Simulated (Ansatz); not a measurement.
TiN:
```cif
data_NTi
_chemical_formula_sum 'Ti1 N1'
_space_group_name_H-M_alt 'P 1'
_space_group_IT_number 1
_cell_length_a 2.97257
_cell_length_b 2.97257
_cell_length_c 2.97257
_cell_angle_alpha 60.000
_cell_angle_beta 60.000
_cell_angle_gamma 60.000
loop_
_space_group_symop_operation_xyz
  'x, y, z'
loop_
_atom_site_label
_atom_site_type_symbol
_atom_site_fract_x
_atom_site_fract_y
_atom_site_fract_z
_atom_site_occupancy
Ti1 Ti 0.50000 0.50000 0.50000 1
N1 N 0.00000 0.00000 0.00000 1
```

Relaxed with PBEsol.

**Question.** Decompose the optical modes at the zone centre into irreducible representations, and say which are infrared and Raman allowed.

**Answer.** Point group m-3m: Γ_opt = T1u. Infrared: T1u. Raman: none.

**Question.** Assign frequencies (DFPT, plane-wave PAW PBEsol (Ansatz code)).

**Answer.** T1u 535 cm⁻¹.

Space group Fm-3m (rock salt). Symmetry was held in the PBEsol relaxation; of distortions, only those at the zone centre were tested. No spin polarisation was allowed. The volume moved by -21 % from the start of the relaxation. With an odd number of electrons in the cell and no spin polarisation, the count alone makes it a metal. As this level gives no gap, phonon frequencies hold no LO–TO term and depend on the k-mesh and smearing (Fermi–Dirac, 0.1 eV here).

Potentials: the later of the program's two PAW sets.
